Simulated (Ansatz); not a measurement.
Relaxing a structure of NbP

The start is a relaxed NbP cell with one P and one Nb atom exchanged in a cell of 4 atoms. Cell shape, volume and atoms are optimised at zero target pressure with PBEsol (plane waves to 420 eV, PAW, scalar-relativistic; Ansatz, a first-principles code). The first steps use a coarse 10×10×10 k-mesh.

Starting cell:
```
CELL_PARAMETERS angstrom
     -1.66024     1.66024     5.64375
      1.66024    -1.66024     5.64375
      1.66024     1.66024    -5.64375
ATOMIC_POSITIONS crystal
  Nb 0.99913 0.99913 0.00000
  P  0.74913 0.24913 0.50000
  Nb 0.41687 0.41687 0.00000
  P  0.16687 0.66687 0.50000
```

**Question.** What is the largest force in the starting geometry, and on which atom (counted from 1)?

**Answer.** About 1.6 eV/Å, on Nb1, Nb3 (atoms numbered as listed).

**Question.** By how much does the energy per atom fall from start to end?

**Answer.** 0.55 eV/atom.

**Question.** How does the volume change?

**Answer.** +3.0 %, from 15.56 to 16.02 Å³/atom.

**Question.** Does it find its way back to the structure it was made from?

**Answer.** It does not go back: it is caught in I4/mmm (No. 139), 1.00 eV/atom above the parent.

**Question.** What does it relax into? Give the structure.

**Answer.** 
```cif
data_Nb4P4
_chemical_formula_sum 'Nb4 P4'
_space_group_name_H-M_alt 'I4/mmm'
_space_group_IT_number 139
_space_group_name_Hall '-I 4 2'
_cell_length_a 3.33201
_cell_length_b 3.33201
_cell_length_c 11.54068
_cell_angle_alpha 90.000
_cell_angle_beta 90.000
_cell_angle_gamma 90.000
loop_
_atom_site_label
_atom_site_type_symbol
_atom_site_symmetry_multiplicity
_atom_site_Wyckoff_symbol
_atom_site_fract_x
_atom_site_fract_y
_atom_site_fract_z
_atom_site_occupancy
Nb1 Nb 4 e 0.00000 0.00000 0.17152 1
P1 P 4 c 0.00000 0.50000 0.00000 1
```
(The calculation used a cell of 4 atoms; values per cell refer to that cell.)

Final values are on a 20×20×20 k-mesh of the relaxed cell. No spin polarisation in the result.

The run could not lose the symmetry of its start: the end is stationary, and may be a saddle point rather than a minimum.

Of the parent cell (I4₁md (No. 109)): The first start was generated by placing the elements on the sites of a structure type. Materials Project lists a structure of NbP in the same space group, I4₁md (No. 109); the sites were not compared with it, nor with measured phases.

The relaxed structure here is a generated cell of NbP: the first start was made by placing the elements on the sites of a structure type, and the end was not matched to a known phase here, so it may be hypothetical.
